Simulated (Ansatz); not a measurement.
BP:
```yaml
crystal:
  lattice:
    - [0.00000, 2.26832, 2.26832]
    - [2.26832, 0.00000, 2.26832]
    - [2.26832, 2.26832, 0.00000]
  atoms:
    - { symbol: P, position: [0.75000, 0.75000, 0.75000] }
    - { symbol: B, position: [0.00000, 0.00000, 0.00000] }
```

Relaxed with r²SCAN.

Question: Give the Bader charges and basin volumes of the independent atoms, r²SCAN (plane waves, PAW; program Ansatz).

Answer: 

```
atom  Bader charge (e)  Bader volume (Å³)
----  ----------------  -----------------
P1               -0.64               16.9
B2               +0.64                6.5
```

Space group F-43m (zinc blende). The cell was relaxed with r²SCAN under the symmetry of its start.

Potentials: the later of the program's two PAW sets.
